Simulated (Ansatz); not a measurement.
A generator proposed this cell of Ge4Pd.

```
Ge Pd
1.0
     3.09257    0.00000    0.00000
    -1.54628    2.67824    0.00000
     0.00000    0.00000    9.94409
Ge Pd
4 1
Direct
  0.33333 0.66667 0.86586
  0.33333 0.66667 0.37680
  0.66667 0.33333 0.13414
  0.66667 0.33333 0.62320
  0.00000 0.00000 0.00000
```

Computed with Ansatz, DFT PBE, scalar-relativistic, plane waves, PAW. Plane waves to 420 eV, a k mesh through Γ of 6×6×2 on the computed 5-atom cell and Gaussian smearing (0.10 eV); no spin polarisation.

The zero of energy is the elements' standard structures at the same level; no fitted shifts are applied.

Question: What does a single point on this coarse mesh give?

Answer: The pressure is 39.0 GPa (the mean over three directions, positive in compression), the largest force is 7.82 eV/Å, and the energy is +0.83 eV/atom against the elements. The shortest distance is 2.23 Å.

Question: Is it a good guess?

Answer: A rough one: relaxing gains about 0.75 eV/atom (the start's value is from the coarse mesh, so the gain is rough) in 14 ionic steps and ends at +0.08 eV/atom on the finer mesh. The symmetry stays P-3m1 (No. 164). The volume per atom grows by 11.7 %, from 16.5 to 18.4 Å³. The shortest distance goes from 2.23 Å (Ge–Pd) to 2.61 Å (Ge–Pd). Conventional cell: a = 3.304 Å, c = 9.730 Å. Around Ge on its first site lie 3 Pd at 2.61 Å, 3 Ge at 2.83 Å and 6 Ge at 3.30 Å; Ge on its second site has 6 Ge at 2.76–2.83 Å and 6 Ge at 3.30 Å; Pd is surrounded by 6 Ge at 2.61 Å and 6 Pd at 3.30 Å.

The last run used a 12×12×4 mesh (in the run's order of axes) for its 5-atom cell and Gaussian smearing of 0.10 eV. The relaxation can't lower the symmetry of the start, and the grade says only how near the guess is to its own end. Symmetry constrained the relaxation, so the result can be a saddle point. Another cell of Ge4Pd relaxed alike, in P4/mmm, lies 64 meV/atom lower, so this cell isn't the stable form at this level.
